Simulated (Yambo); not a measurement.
Yambo run on Na₃MoO₃F₃ (space group R3, No. 146). The wavefunctions are PBEsol (Quantum ESPRESSO, PseudoDojo norm-conserving, 88 Ry, scalar-relativistic) ones on a 2×2×2 mesh (40 occupied bands); a = 5.8061 Å, b = 5.8061 Å, c = 5.8061 Å, α = 57.29°, β = 57.29°, γ = 57.29°.

Yambo input:

```
rim_cut
gw0
dyson
el_el_corr
HF_and_locXC
ppa
em1d
RandQpts= 1000000
RandGvec= 1 Ry
FFTGvecs= 25 Ry
EXXRLvcs= 88 Ry
VXCRLvcs= 352 Ry
Chimod= "HARTREE"
% BndsRnXp
 5 | 203 |
%
NGsBlkXp= 7 Ry
% LongDrXp
 1.0 | 1.0 | 1.0 |
%
PPAPntXp= 27.2114 eV
% GbndRnge
 1 | 203 |
%
GTermKind= "BG"
DysSolver= "n"
ExtendOut
% QPkrange
 2 | 2 | 40 | 40 |
 4 | 4 | 40 | 41 |
%
```

k points by index: 2 = L, 4 = Z.

Table of the .qp output:

```
#    K-point    Band    Eo [eV]    E [eV]    E-Eo [eV]    Vxc [eV]    Vnlxc [eV]    Sc|Eo [eV]    Sc|E [eV]    dSc/dw|Eo [eV]    Re(Z)    Im(Z)
#
    2    40    0.000000    -1.141016    -1.141016    -18.91794    -23.97840    3.627439    3.919444    -6.963046    0.796248    -0.001328
    4    40    -0.163698    -1.324100    -1.160402    -18.79213    -23.79216    3.544757    3.839632    -6.914064    0.797391    -0.001329
    4    41    4.085464    6.081781    1.996317    -17.84443    -12.22080    -3.229332    -3.627317    -5.424629    0.833783    -0.983657E-3
```
(The two width columns are left out.) Convergence of these settings isn't established.

Spin-orbit coupling is not included.

Geometry of the Materials Project entry, not relaxed at this level.
